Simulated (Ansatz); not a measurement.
GaP:
```
CELL_PARAMETERS angstrom
      3.79883     0.00000     0.00000
     -1.89941     3.28988     0.00000
      0.00000     0.00000     6.26574
ATOMIC_POSITIONS crystal
  Ga 0.66667 0.33333 0.50013
  Ga 0.33333 0.66667 0.00013
  P  0.66667 0.33333 0.87387
  P  0.33333 0.66667 0.37387
```

Tensor components refer to the Cartesian frame of this cell.

Task: Give the proper piezoelectric stress tensor with relaxed ions from LDA in the plane-wave PAW code Ansatz.

Result: In C/m², rows x, y, z, Voigt columns; mesh uncertainty up to 0.01.
```
 0.00   0.00   0.00   0.00   0.00   0.00
 0.00   0.00   0.00   0.00   0.00   0.00
 0.01   0.01  -0.17   0.00   0.00   0.00
```

The elastic tensor of the same run (GPa):

```json
[
 {"": "1", "1": "171", "2": "57.2", "3": "38.2", "4": "0.0", "5": "0.0", "6": "0.0"},
 {"": "2", "1": "57.2", "2": "171", "3": "38.2", "4": "0.0", "5": "0.0", "6": "0.0"},
 {"": "3", "1": "38.2", "2": "38.2", "3": "200", "4": "0.0", "5": "0.0", "6": "0.0"},
 {"": "4", "1": "0.0", "2": "0.0", "3": "0.0", "4": "44.7", "5": "0.0", "6": "0.0"},
 {"": "5", "1": "0.0", "2": "0.0", "3": "0.0", "4": "0.0", "5": "44.7", "6": "0.0"},
 {"": "6", "1": "0.0", "2": "0.0", "3": "0.0", "4": "0.0", "5": "0.0", "6": "56.8"}
]
```

Task: Convert to strain constants d = e·S.

Result: In pC/N:
```
 0.0   0.0   0.0   0.0   0.1   0.0
 0.0   0.0   0.0   0.1   0.0   0.0
 0.2   0.2  -0.9   0.0   0.0   0.0
```

Space group P6_3mc (wurtzite). The workflow started from a Materials Project entry (that database holds measured and hypothetical structures alike); the Crystallography Open Database copy checked does not list it. It is not the phase usual at ambient conditions (space group No. 216). The cell was relaxed with LDA under the symmetry of its start; whether a distortion lowers the energy is not shown. Signs of piezoelectric constants follow the polarity of the cell as given. Spin–orbit coupling is left out wherever it is not named.

Potentials: the later of the program's two PAW sets.
